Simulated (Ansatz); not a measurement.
Values for one crystal, relaxed and computed with DFT-LDA in the program Ansatz with PAW potentials; other levels are named.

Volume per atom: 40.47 Å³
Band gap: 1.36 eV (indirect)
Elastic constants (relaxed ions, GPa): C11 = 87.6, C12 = 9.2, C44 = 11.3
Debye temperature from the elastic constants: 181 K
Electron effective mass: 0.25, 0.25, 1.3 mₑ (principal values)
Pressure derivative B′: 4.4
Highest zone-centre frequency (without LO–TO term): 100 cm⁻¹

Task: Which compound is it?
A) BaTe, rock salt
B) GeI2, CdI2 type
C) SnSe, Pnma (Se on 4c, Sn on 4c)
D) Li2S, anti-fluorite

Result: A, BaTe, rock salt

Space group Fm-3m (rock salt). Symmetry was held in the LDA relaxation; of distortions, only those at the zone centre were tested. Scalar-relativistic: spin–orbit coupling is off unless named, which matters more the heavier the elements.

Potentials: the later of the program's two PAW sets.
